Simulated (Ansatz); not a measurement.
# Phases of Ni at 29 GPa

Structure types of Ni are relaxed in primitive cells with their symmetry kept at 29 GPa, first on PAW files, then by LAPW. The enthalpy is E + pV at zero temperature, without zero-point motion. Only the types listed were tried, and differences under about 5 meV/atom are mesh noise.

All numbers are PBEsol results (scalar-relativistic) from Ansatz 0.2.0, with Fermi–Dirac smearing of 0.05 eV, spin-polarised from start moments Ni 1 μB. Methods: LAPW: all electrons, basis error target 0.5 meV/atom; PAW: frozen-core files, cutoff 420 eV.

k meshes: fcc 20×20×20, bcc 20×20×20, hcp 18×18×10, diamond 15×15×15, sc 18×18×18, beta tin 19×19×19.

The magnetic state is the one reached from the start moments; other orders weren't searched. The PAW files were made under PBE.

```tsv
start type	ends as	a, b, c (Å)	V (Å³/atom)	H − H(lowest), LAPW (meV/atom)	moment (μB/atom)
fcc	fcc, Fm-3m	3.351, 3.351, 3.351	9.41	0.0	0.61
bcc	bcc, Im-3m	2.659, 2.659, 2.659	9.40	?	0.00
hcp	hcp, P6_3/mmc	2.366, 2.366, 3.887	9.42	30.9	0.60
diamond	diamond, Fd-3m	4.721, 4.721, 4.721	13.16	?	0.79
sc	sc, Pm-3m	2.194, 2.194, 2.194	10.55	1016.9	0.41
beta tin	beta tin, I4_1/amd	4.205, 4.205, 2.279	10.08	659.5	0.00
```

Question: What belongs in the row "bcc", column "H − H(lowest), LAPW (meV/atom)"?

Answer: 113.8.

Question: Give the missing entry: row "diamond", column "H − H(lowest), LAPW (meV/atom)".

Answer: 2145.3.

Question: Split the lead of fcc over hcp into energy and pV.

Answer: For hcp less fcc: ΔE = +28.0 meV/atom, and p·ΔV = 29 GPa × +0.0158 Å³ × 6.242 meV/(GPa·Å³) = +2.9 meV/atom, together 30.9 meV/atom. fcc wins on both counts.
